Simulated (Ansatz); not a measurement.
Ga₂O₃:
Space group R-3m, hexagonal axes (No. 166); a = 2.9622 Å, b = 2.9622 Å, c = 20.6238 Å, α = 90.00°, β = 90.00°, γ = 120.00°

```tsv
atom	site	symmetry	x	y	z
Ga	6c	3m	0.0000	0.0000	0.4003
O	3a	-3m	0.0000	0.0000	0.0000
O	6c	3m	0.0000	0.0000	0.2314
```
(The calculation used a cell of 5 atoms; values per cell refer to that cell.)

Relaxed with LDA.

Give the optical modes at the zone centre with their infrared activity from DFPT, plane-wave PAW LDA (Ansatz code).

Transverse frequencies, without the LO–TO term; a row sums one degenerate level.

| ω (cm⁻¹) | degeneracy | IR ((D/Å)²/amu) | activity | symmetry |
|---|---|---|---|---|
| 80i | 2 | 25.26 | IR | Eu |
| 71 | 2 | 0.00 | IR-inactive | Eg |
| 213 | 1 | 0.00 | IR-inactive | A1g |
| 405 | 1 | 11.81 | IR | A2u |
| 543 | 1 | 0.00 | IR-inactive | A1g |
| 548 | 1 | 0.37 | IR | A2u |
| 558 | 2 | 33.89 | IR | Eu |
| 563 | 2 | 0.00 | IR-inactive | Eg |

How high does the top mode go among those that the LO–TO term moves?

719 cm⁻¹ for q along x, 719 cm⁻¹ for q along y, 577 cm⁻¹ for q along z.

The cell is a constructed one: a structure type filled with these elements; neither database checked (COD, Materials Project) lists it. It is not the phase usual at ambient conditions (space group No. 12, 167). The cell was relaxed with LDA under the symmetry of its start. At this level the phase is dynamically unstable (imaginary phonons). A crystal of weakly bound layers computed without a dispersion correction: the cell and the soft elastic constants depend strongly on that.

Potentials: the earlier of the program's two PAW sets. The files were generated under PBE; for other functionals the program regenerates the frozen cores, and for LDA and PBEsol the local potential too.
